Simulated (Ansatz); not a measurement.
## MnPt: relaxation of cell and atoms

All numbers below come from Ansatz 0.2.0, DFT, LDA, all-electron LAPW, scalar-relativistic.

Command: `ansatz run input.yaml --threads 1 --pin off --max-ram 3072MiB --backend cpu --events-out ev --progress --plain --runs-dir out` The run took 21 min on 1 thread of Arm Neoverse V1, with other jobs on the host, peak memory 1 GiB.

```yaml
crystal:
  lattice:
    - [2.8672411128, 0.0, 0.0]
    - [0.0, 2.8672411128, 0.0]
    - [0.0, 0.0, 3.708163418]
  atoms:
    - { symbol: Mn, position: [0.0, 0.0, 0.0], spin: 4.0 }
    - { symbol: Pt, position: [0.5, 0.5, 0.5] }
magnetization:
  spin_polarized: true
kpoints:
  mp_grid: { grid: [12, 12, 9] }
scf:
  occupations: { method: fermi_dirac, width: 0.05 }
hamiltonian:
  xc: lda
  pseudopotentials: { kind: all_electron, lapw: { basis_error: 0.001 } }
output:
  forces: true
  stress: true
relax:
  f_tol: 0.005
  max_steps: 80
  cell: {}
```

Spin–orbit coupling is left out, though it moves levels of the heavy atoms by tenths of an eV or more.

The run is spin-polarised from parallel moments and ends with 1.99 μB in the cell; other orders may lie lower.

The geometry is COD entry 1523307, unchecked; take it as a test cell. The listed cell was then made from it by scaling, straining or moving an atom.

Each frame lists the cell vectors (Å), then Cartesian positions (Å); symmetry keeps all forces zero. Free energies count from the first step, -532150.1567 eV.

The walk took 12 evaluations in all; steps that aren't listed are left out.

Step 1: E = 0.0 meV, P = -15.61 GPa

```
cell 2.8672 0.0000 0.0000 0.0000 2.8672 0.0000 0.0000 0.0000 3.7082
Mn    0.0000    0.0000    0.0000
Pt    1.4336    1.4336    1.8541
```

Step 2: E = -173.5 meV, P = 0.62 GPa

```
cell 2.7734 0.0000 0.0000 0.0000 2.7734 0.0000 0.0000 0.0000 3.5242
Mn    0.0000    0.0000    0.0000
Pt    1.3867    1.3867    1.7621
```

Step 3: E = -174.5 meV, P = -0.32 GPa

```
cell 2.7687 0.0000 0.0000 0.0000 2.7687 0.0000 0.0000 0.0000 3.5475
Mn    0.0000    0.0000    0.0000
Pt    1.3843    1.3843    1.7738
```

Step 4:

```
cell 2.7517 0.0000 0.0000 0.0000 2.7517 0.0000 0.0000 0.0000 3.5781
Mn    0.0000    0.0000    0.0000
Pt    1.3759    1.3759    1.7890
```

Step 5: E = -196.9 meV, P = -5.67 GPa

```
cell 2.6854 0.0000 0.0000 0.0000 2.6854 0.0000 0.0000 0.0000 3.6752
Mn    0.0000    0.0000    0.0000
Pt    1.3427    1.3427    1.8376
```

Step 6: E = -119.4 meV, P = 9.74 GPa, step rejected

```
cell 2.5459 0.0000 0.0000 0.0000 2.5459 0.0000 0.0000 0.0000 3.8274
Mn    0.0000    0.0000    0.0000
Pt    1.2729    1.2729    1.9137
```

Step 7: E = -220.8 meV, P = -1.16 GPa

```
cell 2.6547 0.0000 0.0000 0.0000 2.6547 0.0000 0.0000 0.0000 3.6456
Mn    0.0000    0.0000    0.0000
Pt    1.3273    1.3273    1.8228
```

Step 8: E = -224.2 meV, P = 1.72 GPa

```
cell 2.6232 0.0000 0.0000 0.0000 2.6232 0.0000 0.0000 0.0000 3.6959
Mn    0.0000    0.0000    0.0000
Pt    1.3116    1.3116    1.8479
```

Step 9: E = -225.7 meV, P = -0.67 GPa

```
cell 2.6372 0.0000 0.0000 0.0000 2.6372 0.0000 0.0000 0.0000 3.6876
Mn    0.0000    0.0000    0.0000
Pt    1.3186    1.3186    1.8438
```

(1) Give the energy, pressure of step 4.

(2) How does the relaxation end?

Answers

(1) E = -175.7 meV, P = -0.70 GPa
```
Mn    0.0000    0.0000    0.0000
Pt    1.3759    1.3759    1.7890
```

(2) It converges, with a = 2.635 Å, b = 2.635 Å, c = 3.685 Å, α = 90.00°, β = 90.00°, γ = 90.00° (conventional cell, space group P4/mmm). The last solve (on a basis chosen afresh for the final cell, so its energy is not quite comparable) gives E = -225.8 meV, P = 0.00 GPa:
```
cell 2.6349 0.0000 0.0000 0.0000 2.6349 0.0000 0.0000 0.0000 3.6849
Mn    0.0000    0.0000    0.0000
Pt    1.3175    1.3175    1.8424
```
